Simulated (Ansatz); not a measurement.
## Data sheet: CuI (DFT)

CuI:
```
CELL_PARAMETERS angstrom
      4.18958     0.00000     0.00000
     -2.09479     3.62829     0.00000
      0.00000     0.00000     9.72027
ATOMIC_POSITIONS crystal
  Cu 0.49980 0.49980 0.50000
  Cu 0.50020 0.00000 0.83333
  Cu 0.00000 0.50020 0.16667
  I  0.49998 0.49998 0.00000
  I  0.50002 0.00000 0.33333
  I  0.00000 0.50002 0.66667
```

Space group P6_422 (No. 181); conventional cell a = b = 4.1896 Å, c = 9.7203 Å, α = β = 90.00°, γ = 120.00°.

Method: r²SCAN+D4 (plane waves, PAW; program Ansatz). Geometry: relaxed at this level of theory. Other levels are named where they apply.

### Cell and energy

- Volume per atom: 24.63 Å³
- Density: 6.42 g/cm³
- Formation energy from the elements (no fitted shifts): -0.064 eV/atom

### Electronic structure

- Band gap: 1.18 eV (indirect)
- Valence-band maximum: at A
- Conduction-band minimum: at Γ
- Smallest direct gap on the standard path: 1.64 eV
- Electron effective mass: 0.17 mₑ (isotropic)
- Hole effective mass: 0.38, 0.38, 0.62 mₑ (principal values)

### Magnetism

- Magnetic order: non-magnetic (starting moments vanished)

### Charges

- Bader charges: Cu +0.39, I -0.39 e

The start of the workflow was typed in or built on a structure type; neither database checked (COD, Materials Project) lists it. It is not the phase usual at ambient conditions (space group No. 216). The cell was relaxed with r²SCAN+D4 under the symmetry of its start; whether a distortion lowers the energy is not shown. The workflow began spin-polarised and lost its moments. The volume moved by -31 % from the start of the relaxation. Point labels and valley counts follow the cell and symmetry of the run, lower than the named group. The references are the lowest solids computed at this level, not always the standard phases. Spin–orbit coupling is left out wherever it is not named.

Potentials: the earlier of the program's two PAW sets. The files were generated under PBE; for other functionals the program regenerates the frozen cores, and for LDA and PBEsol the local potential too.
